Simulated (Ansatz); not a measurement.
SiO₂ in space group Pn-3m (No. 224; Si on 2a, O on 4b), plane-wave PAW LDA (Ansatz code). The conduction-band minimum lies at Γ, with 1 equivalent valley. Second derivatives d²E/dk² of the lowest band at one valley (eV·Å²), along Cartesian directions:

| direction | d²E/dk² |
|---|---|
| [100] | 17.88 |
| [010] | 17.88 |
| [001] | 17.88 |
| [110] | 17.88 |
| [101] | 17.88 |
| [011] | 17.88 |

Q: Find the principal effective masses, the density-of-states mass and the conductivity mass.

A: Off-diagonal terms follow from H_xy = H[110] − (H_xx + H_yy)/2, and m*/mₑ = 7.620 eV·Å² over each eigenvalue: 0.43, 0.43, 0.43. One valley's DOS mass (m₁m₂m₃)^(1/3) = 0.43, conductivity mass 3/(Σ 1/mᵢ) = 0.43 mₑ.

Q: What effective density of states Nc follows at 300 K for parabolic valleys?

A: Nc = 2.509e19 × 1 × (0.43)^(3/2) ≈ 7.1e18 cm⁻³.

Q: With the computed static dielectric constant 9.96 (mean of the diagonal), estimate a hydrogenic donor's binding energy and radius.

A: E = 13.606 eV × 0.43/9.96² ≈ 59 meV; a = 0.529 Å × ε/m* ≈ 12 Å. Semilocal masses tend to be too small where the gap is.

The workflow started from a Materials Project entry (that database holds measured and hypothetical structures alike); the Crystallography Open Database copy checked does not list it. It is not the phase usual at ambient conditions (space group No. 92, 152, 154). The cell was relaxed with LDA under the symmetry of its start; phonons on a q-mesh show no instability.

Potentials: the earlier of the program's two PAW sets.
